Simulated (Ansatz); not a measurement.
P (black phosphorus), relaxed with PBE (Ansatz, a first-principles code, plane waves, PAW): a = 3.3106 Å, b = 11.2942 Å, c = 4.5656 Å, α = β = γ = 90.00°.

| Property | Value |
|---|---|
| gap (eV) | 0.14 |

Task: The same phase is relaxed and computed with PBEsol in the same code. What are the cell and these values now?

Result: a = 3.318 Å, b = 10.303 Å, c = 4.193 Å, α = 90.00°, β = 90.00°, γ = 90.00°.

* **gap (eV)**: none

Weakly bound layers, chains or molecules computed without a dispersion correction, so cells and soft constants are ill determined: P, black phosphorus with PBE; P, black phosphorus with PBEsol. All cells were relaxed under the symmetry of their starts (and spin orders); stability against distortions was not tested throughout.

Potentials: the earlier of the program's two PAW sets. The files were generated under PBE; for other functionals the program regenerates the frozen cores, and for LDA and PBEsol the local potential too.

Ansatz is a plane-wave DFT program.
